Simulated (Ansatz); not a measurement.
## Be₃ZnTe₄: a bulk modulus from differences

It was reached by relaxing an invented guess, and it needn't be the stable form of this composition.

These are results of Ansatz, DFT PBE, scalar-relativistic, plane waves, PAW, not measurements. Cutoff 420 eV, Γ-centred 8×8×4 mesh (8-atom cell), Gaussian smearing of 0.02 eV, no spin polarisation.

```yaml
crystal:
  lattice:
    - [4.08498, 0.00000, 0.00000]
    - [0.00000, 4.08498, 0.00000]
    - [0.00000, 0.00000, 11.65674]
  atoms:
    - { symbol: Be, position: [0.00000, 0.00000, 0.00000] }
    - { symbol: Be, position: [0.50000, 0.50000, 0.23958] }
    - { symbol: Be, position: [0.50000, 0.50000, 0.76042] }
    - { symbol: Zn, position: [0.00000, 0.00000, 0.50000] }
    - { symbol: Te, position: [0.50000, 0.00000, 0.11962] }
    - { symbol: Te, position: [0.00000, 0.50000, 0.35772] }
    - { symbol: Te, position: [0.50000, 0.00000, 0.64228] }
    - { symbol: Te, position: [0.00000, 0.50000, 0.88038] }
```

The cell was set to several volumes, with shape and atoms relaxed at each where symmetry leaves them free. Pressure is positive in compression, and energies count from the lowest row.

```tsv
row	V (Å³/atom)	P (GPa)	ΔE (meV/atom)	gap on mesh (eV)
1	21.397	8.83	72.1	1.63
2	22.126	6.08	38.3	1.73
3	22.856	?	?	?
4	23.585	1.72	3.8	1.89
5	24.315	0.00	0.0	1.96
6	25.044	-1.47	3.4	2.02
7	25.774	-2.73	13.1	2.08
8	26.746	-4.14	34.0	2.07
```

Question: Find B = −V·ΔP/ΔV from rows 4 and 6 and from rows 1 and 2, and from the two its slope B′ and its value B0 at zero pressure.

Answer: Rows 4 and 6 give −(23.585 + 25.044)/2 × (-1.47 − (1.72))/(25.044 − 23.585) = 53.2 GPa at a mean pressure of 0.12 GPa. Rows 1 and 2 give −(21.397 + 22.126)/2 × (6.08 − (8.83))/(22.126 − 21.397) = 82.1 GPa at a mean pressure of 7.46 GPa. So B′ = (82.1 − 53.2)/(7.46 − (0.12)) = 3.94 and B0 = 53.2 − 3.94 × (0.12) = 52.7 GPa. A third-order Birch–Murnaghan fit to all the energies gives B0 = 53.0 GPa and B′ = 4.2.

Question: Estimate the pressure and energy of row 3.

Answer: From row 5, V0 = 24.315 × (1 + (0.00)/52.7) = 24.315 Å³/atom. Murnaghan's form P = (B0/B′)·[(V0/V)^B′ − 1] gives (52.7/3.94) × [(24.315/22.856)^3.94 − 1] = 3.69 GPa; the computed pressure is 3.73 GPa, so the estimate is off by -0.04 GPa. The work of compression from row 4, with the mean of the two pressures, gives ΔE = 3.8 + (3.69 + 1.72)/2 × (23.585 − 22.856)/160.2 × 1000 = 16.1 meV/atom (1 eV/Å³ = 160.2 GPa); the computed value is 16.1 meV/atom.

Question: Fit the gap against pressure through the other rows and estimate it at the computed pressure of row 3.

Answer: Over the 7 rows the mean pressure is 1.1843 GPa and the mean gap is 1.911 eV. The sums of products of deviations are S_xx = 134.8 and S_xy = -4.901, so the slope is -4.901/134.8 = -0.03636 (r = -0.99, rms misfit 0.02 eV). At 3.73 GPa the line gives 1.911 + (-0.03636) × (3.73 − 1.1843) = 1.82 eV. The computed value is 1.81 eV, so the line is off by +0.01 eV, less than the largest miss among the fitted rows (0.03 eV).

Spin–orbit coupling, which can matter for Te, is left out. Kohn–Sham gaps at this level usually fall short of measured ones. The missing spin–orbit coupling can work the other way here. All volumes keep the k mesh of the relaxed cell. A later test with randomly moved atoms came back to the same energy, though modes that don't fit the test's cell weren't probed.
